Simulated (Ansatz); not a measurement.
WSi2 (MoSi2 type, space group I4/mmm)

```xyz
3
Lattice="-1.6058 1.6058 3.9021 1.6058 -1.6058 3.9021 1.6058 1.6058 -3.9021" Properties=species:S:1:pos:R:3 pbc="T T T"
W      0.0000     0.0000     0.0000
Si     0.0000     0.0000     2.6133
Si     0.0000     0.0000     5.1908
```

The slice is a (001) plane (indices of the conventional cell) through the point (0.000, 0.000, 0.000) (fractional), spanned by u = [101] and v = [011] in vectors of this cell: u (3.21 Å) and v (3.21 Å, at 90° to u). It covers one period; positions are fractions (u, v).

The numbers are results of r2SCAN (plane waves to 500 eV, PAW, scalar-relativistic; Ansatz, a program for electronic structure), not measurements. k mesh 20×20×20. Inside the PAW spheres the values are not all-electron values, and peaks at nuclei hang on which shells count as valence. Spin-orbit coupling is left out, though W is heavy. WSi2 is run without spin polarisation. WSi2 was relaxed with its symmetry unable to fall.

Task: Sketch the electron localisation function (ELF) on this plane as a map.

Result: 
```
|xxxxxxxx@@%%++..    ..--==--..    ..++%%@@xxxxxx|
|xxxxxxxx@@%%==..    ::--==--::    ..==%%@@xxxxxx|
|xxxxxx@@@@##--..  ..--======--..  ..--##@@@@xxxx|
|@@@@@@@@%%++::....::--++++++--::....::++%%@@@@@@|
|%%%%%%##++--....::--==++++++==--::....--++##%%%%|
|++++==--::....::--==++++++++++==--::....::--==++|
|............::--==++++++**++++++==--::..........|
|        ..::--==++++++++++++++++++==--::..      |
|      ..::--==++++++++++++++++++++++==--::..    |
|....::----==++++++++++++++++++++++++++==----::..|
|------==++++++++++++++++++++++++++++++++++==----|
|========++++++**++++++++++++++++++**++++++======|
|------==++++++++++++++++++++++++++++++++++==----|
|....::----==++++++++++++++++++++++++++==----::..|
|      ..::--==++++++++++++++++++++++==--::..    |
|        ..::--==++++++++++++++++++==--::..      |
|............::--==++++++**++++++==--::..........|
|++++==--::....::--==++++++++++==--::....::--==++|
|%%%%%%##++--....::--==++++++==--::....--++##%%%%|
|@@@@@@@@%%++::....::--++++++--::....::++%%@@@@@@|
|xxxxxx@@@@##--..  ..--======--..  ..--##@@@@xxxx|
|xxxxxxxx@@%%==..    ::--==--::    ..==%%@@xxxxxx|
|xxxxxxxx@@%%++..    ..--==--..    ..++%%@@xxxxxx|
|xxxxxxxx@@%%++..    ..--==--..    ..++%%@@xxxxxx|
```
Scale: ten equal steps from 0.13 (start of ' ') to 0.73 (end of '@'), in the order ' .:-=+*#%@'. Values: electron localisation function (ELF). The map has 24 points along u (two characters each, u = 0 at the left) and 24 along v (v = 0 in the bottom row). Points within 0.5 Å of a nucleus are blanked (x), as the pseudised field means little there.
